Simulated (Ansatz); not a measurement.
## Scan of one atom of the cell for LiF (rock salt)

Starting cell, LiF (rock salt):

```xyz
2
Lattice="0.0000 2.0339 2.0339 2.0339 0.0000 2.0339 2.0339 2.0339 0.0000" Properties=species:S:1:pos:R:3 pbc="T T T"
F      0.0000     0.0000     0.0000
Li     2.0339     2.0339     2.0339
```

In this cell atom 1 (F, nearest neighbour Li at 2.034 Å; its periodic images, 2.9 Å or more away, move with it) is moved by s along Cartesian [110], unit vector (0.707, 0.707, 0.000); all other atoms and the cell stay fixed.

Calculation: PBE (plane waves to 420 eV, PAW, scalar-relativistic; Ansatz, a program for electronic structure). k mesh 11×11×11 (Γ-centred), Fermi-Dirac smearing 0.05 eV. Energies are smeared free energies. Stress and pressure are positive under compression. F∥ is the force on the atom along that direction. LiF was relaxed with its symmetry unable to fall. The zero of ΔE is the undisplaced structure.

| s (Å) | ΔE (eV/cell) | P (GPa) | F∥ (eV/Å) |
|---|---|---|---|
| -0.200 | 0.0280 | 1.46 | 0.295 |
| -0.160 | 0.0176 | 0.93 | 0.227 |
| -0.120 | 0.0097 | 0.53 | 0.165 |
| -0.080 | 0.0043 | 0.24 | 0.108 |
| -0.040 | 0.0011 | 0.07 | 0.053 |
| 0.000 | 0.0000 | 0.01 | 0.000 |
| 0.040 | 0.0011 | 0.07 | -0.053 |
| 0.080 | 0.0043 | 0.24 | -0.108 |
| 0.120 | 0.0097 | 0.53 | -0.165 |
| 0.160 | 0.0176 | 0.93 | -0.227 |
| 0.200 | 0.0280 | 1.46 | -0.295 |

Derived quantities:

```
Quantity                                                                                                                                                         Value
-----------------------------------------------------------------  ---------------------------------------------------------------------------------------------------
Energy at s = 0.200 Å                                                                                                                                    28.0 meV/cell
Force along the line at s = -0.200 Å                                                                                                                        0.295 eV/Å
Symmetry of the curve                                                                                                                    even: the same for both signs
Shape of the curve                                                                                      a single well with its minimum at or next to zero displacement
Force constant k = d²E/ds² at s = 0 (finite differences)                                                                                                    1.32 eV/Å²
Harmonic estimate at the end of the scan                           ½ks² = 26.4 meV/cell against the computed 28.0 meV/cell, so the well is stiffer than harmonic there
Zone-centre optical wavenumber from k (transverse: no LO-TO term)                                                                                             266 cm⁻¹
```

(For displaced atoms, the force is minus the slope of the energy, and its curvature is a force constant, which sets phonon frequencies.)
